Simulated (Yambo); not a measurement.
K$_{2}$BrOH (space group P2_1/m, No. 11), G0W0@LDA in Yambo with this input:

```
rim_cut
gw0
dyson
el_el_corr
HF_and_locXC
ppa
em1d
RandQpts= 1000000
RandGvec= 1 Ry
EXXRLvcs= 84 Ry
VXCRLvcs= 336 Ry
Chimod= "HARTREE"
% BndsRnXp
 1 | 337 |
%
NGsBlkXp= 7 Ry
% LongDrXp
 1.0 | 1.0 | 1.0 |
%
PPAPntXp= 27.2114 eV
% GbndRnge
 1 | 337 |
%
GTermKind= "BG"
DysSolver= "n"
ExtendOut
```

On a 2×2×1 mesh, with wavefunctions cut at 84 Ry, the gap (Γ → Γ) is 5.948 eV and the valence edge shifts by -1.588 eV.

Problem. What happens with this change: pole fitted at 40 eV?

Solution. The gap rises by 0.043 eV, to 5.991 eV; the shift of the valence edge becomes -1.652 eV. Neither run is shown to be the converged limit.

Spin-orbit coupling is not included.

Geometry of the Materials Project entry, not relaxed at this level; primitive cell a = 6.8320 Å, b = 4.3171 Å, c = 8.5934 Å, α = γ = 90.00°, β = 108.15°.

The structure is a Materials Project entry; no match was found in the copy of COD used, and its stability was not checked.

A shift is the quasiparticle energy of the state minus its LDA energy.
